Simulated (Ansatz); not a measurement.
# Gradients in Bi₂Te₃ at several cell volumes

Reference cell: an entry of the Crystallography Open Database (COD) whose atoms were relaxed with PBE, the cell held.

```
Bi Te
1.0
     2.19300    1.26613   10.16567
    -2.19300    1.26613   10.16567
     0.00000   -2.53226   10.16567
Bi Te
2 3
Cartesian
  0.0000 0.0000 12.1982
  0.0000 0.0000 18.2988
  0.0000 0.0000 0.0000
  0.0000 0.0000 6.3981
  0.0000 0.0000 24.0989
```

Atom numbers follow the list; atoms alike are taken as one site, whose name carries the number of the first.

The numbers come from a DFT calculation in Ansatz (PBE, plane waves and PAW, scalar-relativistic, 420 eV cutoff, Γ-centred 12×12×12 k-points, Fermi–Dirac smearing 0.02 eV).

The cell is scaled uniformly, and the ions relax again at each size.

```
V/V₀  Bi V_zz (η)  Te3 V_zz (η)  Te4 V_zz (η)
0.94  4.40 (0.00)  11.09 (0.00)   2.98 (0.00)
0.96            ?             ?             ?
0.98  3.42 (0.00)  10.38 (0.00)   0.96 (0.00)
1.00  2.91 (0.00)   9.92 (0.00)  -0.19 (0.00)
1.02  2.37 (0.00)   9.37 (0.00)  -1.45 (0.00)
1.04  1.82 (0.00)   8.74 (0.00)  -2.80 (0.00)
1.06  1.26 (0.00)   8.02 (0.00)  -4.26 (0.00)
```

Question: Fill in the row for V/V₀ = 0.96 (V_zz in 10²¹ V/m²).

Answer: Bi: 3.93 (0.00), Te3: 10.78 (0.00), Te4: 2.02 (0.00). Worked for Te3: a power law through the other 6 rows, |V_zz| = 9.68 × (V/V₀)^-2.66, gives 10.79 at V/V₀ = 0.96, against 10.78 from the run (+0.1 %). Logarithmic slopes d ln|V_zz|/d ln V over the series, for the sites that change steadily: Bi -10.0, Te3 -2.7. Point charges on a uniformly scaled lattice would give −1; atoms that shift within the cell as it changes, and charge that moves in the bonds, make the difference.

No dispersion correction is included, which matters between the layers of this solid.

Spin–orbit coupling is left out, which shifts gradients on Bi by a few per cent in wide-gap crystals, and can shift them far more where the calculated gap is small or absent, as here. With a gap of 0.3 eV on this mesh, the gradients can still move by some per cent as the k-mesh gets denser.
